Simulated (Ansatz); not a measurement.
**La5Co6BiN18: frames of a relaxation, 5 La, 1 Bi on the 6 sites of La, cell and atoms relaxed**

Computed with the plane-wave PAW code Ansatz (scalar-relativistic, PAW set soft_2): r2SCAN, no spin polarisation, 500 eV cutoff, k-mesh 4×4×4.

Positions in Å and forces in eV/Å; free energies count from the last frame, each frame in a plane-wave basis chosen at its own cell.

```
30
Lattice="1.637 0.000 -7.365 -5.550 -5.932 -0.102 -5.550 5.932 -0.102" Properties=species:S:1:pos:R:3:forces:R:3 pbc="T T T" step=1 dE=1.674eV
Co   -3.669   -3.954   -6.315   -0.775   -0.449   -0.408
Co   -3.698    3.967   -6.287   -0.512    0.159   -0.283
Co   -3.687    0.042   -6.318   -0.029   -0.473   -0.163
Co   -5.738   -3.990   -1.260    0.173    0.123   -0.062
Co   -5.784    3.932   -1.244    0.353    0.294   -0.282
Co   -5.774    0.009   -1.227   -0.201   -0.137   -0.933
La   -6.104    1.978   -6.023   -0.244    0.029   -0.051
La   -6.088   -1.958   -6.009   -0.132   -0.126   -0.428
Bi   -0.523   -0.009   -5.918    0.816   -0.028   -1.913
La   -3.390    1.968   -1.536    0.354   -0.155    0.447
La   -3.376   -1.980   -1.555    0.230    0.282    0.410
La   -8.949    0.014   -1.661    0.248   -0.133    0.288
N    -5.394   -3.962   -7.301    0.346   -0.200    0.501
N    -5.445    3.914   -7.282    0.771    0.604    0.345
N    -5.467    0.021   -7.315    1.045   -0.141    0.344
N    -4.017   -3.934   -0.284   -0.698   -0.110   -0.082
N    -4.036    3.938   -0.250   -0.777    0.108   -0.196
N    -4.010   -0.001   -0.273   -1.261    0.067   -0.435
N    -3.380   -3.961   -4.660    0.520    0.294    1.613
N    -3.370    3.954   -4.625    0.116    0.179    1.238
N    -3.359   -0.022   -4.670    0.010    0.567    2.981
N    -6.307   -3.943   -4.074   -0.112    0.373   -0.508
N    -6.354    3.942   -4.109    0.455   -0.153    2.574
N    -6.302    0.054   -4.131    0.758   -0.433    4.696
N    -6.080   -3.969   -2.943    0.328   -0.129    1.881
N    -6.138    3.961   -2.938   -0.011   -0.212   -0.731
N    -6.093   -0.001   -2.908   -0.286    0.411   -3.135
N    -3.152   -3.954   -3.486   -0.573   -0.057   -2.192
N    -3.183    4.004   -3.447   -0.307   -0.295   -2.199
N    -3.159    0.012   -3.476   -0.606   -0.260   -3.317
```

```
30
Lattice="1.736 0.000 -7.314 -5.431 -6.006 -0.001 -5.431 6.006 0.000" Properties=species:S:1:pos:R:3:forces:R:3 pbc="T T T" step=13 dE=0.000eV
Co   -3.505   -4.124   -6.148   -0.008   -0.002    0.002
Co   -3.505    4.129   -6.148   -0.006    0.002    0.002
Co   -3.522    0.002   -6.281   -0.009   -0.002    0.001
Co   -5.561   -3.960   -1.066    0.003    0.002   -0.007
Co   -5.562    3.965   -1.065    0.002   -0.003   -0.005
Co   -5.761    0.003   -1.210    0.007    0.000    0.001
La   -5.788    1.997   -5.873   -0.002    0.003   -0.001
La   -5.789   -1.993   -5.873   -0.001   -0.002    0.002
Bi   -0.091    0.002   -5.945   -0.004    0.002    0.011
La   -3.283    1.946   -1.450    0.001    0.000    0.003
La   -3.284   -1.941   -1.450    0.002   -0.001    0.005
La   -8.806    0.003   -1.442    0.004    0.002   -0.004
N    -5.155   -4.072   -7.114   -0.006    0.004    0.003
N    -5.155    4.077   -7.114   -0.004   -0.005    0.001
N    -5.234    0.002   -7.155   -0.002   -0.001   -0.005
N    -3.940   -3.962   -0.140    0.004    0.004   -0.003
N    -3.940    3.968   -0.139    0.008   -0.005   -0.004
N    -4.075    0.003   -0.370   -0.002    0.001    0.004
N    -3.210   -4.070   -4.498    0.015    0.008   -0.007
N    -3.210    4.075   -4.498    0.013   -0.006   -0.009
N    -3.230    0.002   -4.635    0.015    0.003   -0.009
N    -6.112   -3.663   -3.822    0.004    0.003    0.000
N    -6.112    3.665   -3.822    0.004    0.000   -0.004
N    -6.135    0.002   -4.017    0.001    0.000   -0.029
N    -5.901   -3.805   -2.692   -0.013    0.001   -0.002
N    -5.902    3.809   -2.692   -0.010   -0.002    0.002
N    -5.986    0.003   -2.855   -0.005    0.000    0.024
N    -3.073   -4.029   -3.347   -0.003   -0.005    0.010
N    -3.074    4.035   -3.346    0.000    0.002    0.012
N    -3.059    0.003   -3.478   -0.008   -0.002    0.009
```
